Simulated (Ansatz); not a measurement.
Consider the following.

Relaxed TiB2 (AlB2 type, space group P6/mmm):

```
TiB2
1.0
    3.03199     0.00000     0.00000
   -1.51599     2.62578     0.00000
    0.00000     0.00000     3.22435
Ti B
1 2
Direct
  0.00000   0.00000   0.00000
  0.33333   0.66667   0.50000
  0.66667   0.33333   0.50000
```

Scan: atom 3 (B, nearest neighbour B at 1.751 Å; its periodic images, 3.0 Å or more away, move with it) is displaced along Cartesian [111], direction (0.577, 0.577, 0.577) in Cartesian axes, by s. The other atoms stay.

Level of theory: PBE (plane waves to 420 eV, PAW, scalar-relativistic; Ansatz, a quantum-chemistry and plane-wave program). k mesh 14×14×12 (Γ-centred), Fermi-Dirac smearing 0.05 eV. E stands for the smeared free energy. With partly filled bands, energies and forces of such displacements shift with the k mesh and the smearing. TiB2 is run without spin polarisation. TiB2 was relaxed with its symmetry unable to fall. ΔE is measured from the undisplaced structure.

The scan covers s from -0.530 to 0.530 Å in 11 points.

Q: Is this a single well or a double well?

A: A single well with its minimum at or next to zero displacement.

Q: Is the energy the same for displacements of ±0.530 Å, and if not, which side lies higher?

A: Not even: the positive side lies higher at ±0.530 Å. With its periodic images moving along, the atom's site symmetry in this cell is -6m2.

Q: What is the energy change at s = 0.530 Å?

A: 2706 meV/cell.

Q: What is the force constant k = d²E/ds² of this move at s = 0?

A: 15.8 eV/Å².

(A displaced cell: forces are minus the slopes of the energy, force constants its curvatures, and phonons follow from these.)
